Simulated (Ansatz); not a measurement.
# Compressing Rb2PdC2: a fit and a missing row

Rb2PdC2, P-3m1, a = 5.385 Å, c = 5.269 Å. The structure is a COD entry; whether it is the stable form wasn't checked. Ansatz: r2SCAN, PAW, 500 eV, Γ-centred 6×6×6 mesh on 5 atoms, Gaussian smearing 0.02 eV; no spin polarisation. Shape and atoms are relaxed at each volume; pressure is positive in compression.

```
V (Å³/atom) P (GPa)
     23.287     4.55
     24.081     3.10
     24.875     1.88
     25.669        ?
     26.462    -0.01
     27.256    -0.72
     28.050    -1.33
     29.109    -1.99
```

Q: Take V0 = 26.462 Å³/atom, count pressures from its P0 = -0.01 GPa, fit the third-order Birch–Murnaghan form to the other rows, and predict the missing pressure.

A: With the Eulerian strain f = ½[(V0/V)^(2/3) − 1] and y = (P − P0)/[3f(1 + 2f)^(5/2)], the form is the line y = B0 + 1.5 B0 (B0′ − 4) f. Rows (f, y): 0.04447, 27.62; 0.03244, 27.31; 0.02105, 27.00; -0.00976, 25.47; -0.01905, 25.45; -0.03079, 25.13. Means f = 0.006393, y = 26.330; Σ(Δf)² = 0.004634, ΣΔfΔy = 0.1654; the slope is their ratio. y = 26.10 + 35.69 f GPa, so B0 = 26.1 GPa and B0′ = 4 + 2 × (35.69)/(3 × 26.10) = 4.91. At V = 25.669, f = 0.01025, y = 26.466 and P = 0.85 GPa. The run gave 0.86 GPa, so the fit is 0.01 GPa too low, within twice the rms miss on the fitted rows (0.008 GPa).